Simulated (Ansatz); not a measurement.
AlPd in space group Cmcm (No. 63; Al on 4c, Pd on 4c) under volume change, DFT-PBEsol in the program Ansatz with PAW potentials, shape and atoms relaxed at each volume.

| V (Å³/atom) | E − E(relaxed) (meV/atom) | P (GPa) |
|---|---|---|
| 13.332 | 68.3 | 18.19 |
| 13.772 | 28.5 | 11.03 |
| 14.211 | 6.7 | 5.03 |
| 14.651 | 0.0 | 0.00 |
| 15.090 | 6.0 | -4.22 |
| 15.530 | 22.5 | -7.74 |
| 15.969 | 47.8 | -10.64 |

### Question
What does a third-order Birch–Murnaghan fit give for V₀, B₀ and B′?

### Answer
V₀ = 14.65 Å³/atom, B₀ = 153 GPa, B′ = 4.9.

The start of the workflow was typed in or built on a structure type; neither database checked (COD, Materials Project) lists it. Its standing as an ambient phase is unchecked. The cell was relaxed with PBEsol under the symmetry of its start; its stability against distortions is not shown here. No spin polarisation was allowed.

Potentials: the later of the program's two PAW sets.
